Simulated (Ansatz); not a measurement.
Sn (diamond)

```
CELL_PARAMETERS angstrom
      0.00000     3.32768     3.32768
      3.32768     0.00000     3.32768
      3.32768     3.32768     0.00000
ATOMIC_POSITIONS crystal
  Sn 0.25000 0.25000 0.25000
  Sn 0.00000 0.00000 0.00000
```

Equation-of-state scan: isotropic scaling of the cell above, V₀ being its volume. Symmetry pins the atoms to their sites.

Computed with PBE (plane waves to 420 eV, PAW, scalar-relativistic; Ansatz, a quantum-chemistry and plane-wave program). k mesh 12×12×12 (Γ-centred), Fermi-Dirac smearing 0.05 eV. Energies are smeared free energies. Stress and pressure are positive under compression. Sn was relaxed with its symmetry unable to fall. The relaxed volume of Sn is well above the measured one; the method has no dispersion term. ΔE is measured from the relaxed starting cell. The last digit holds for this mesh only.

```csv
V (Å³/atom),ΔE (meV/atom)
30.953,147.7
32.427,75.9
33.901,31.0
35.375,7.1
36.849,0.0
38.323,6.0
39.797,22.5
41.271,withheld
42.745,78.6
```

Q: Fit a third-order Birch-Murnaghan form (E₀, V₀, B₀, B₀′ free) to the given rows and predict ΔE at V = 41.271.

A: Least squares on the 8 given rows: ΔE = E₀ + (9V₀B₀/16)·y²·[2 + (B₀′ − 4)y], y = (V₀/V)^(2/3) − 1, with V₀ = 36.854 Å³/atom, B₀ = 35.68 GPa (160.2 GPa = 1 eV/Å³; the term in eV is multiplied by 1000), B₀′ = 4.83, E₀ = -0.03 meV/atom; root-mean-square residual 0.02 meV/atom. At 41.271 the fit gives 47.3 meV/atom; the calculation gives 47.3 meV/atom, the same to the digits shown. For the pressure the fit gives -3.1 GPa against the computed -3.1 GPa.

(Under strain, the slope of the energy per volume gives the stress and its curvature an elastic modulus.)
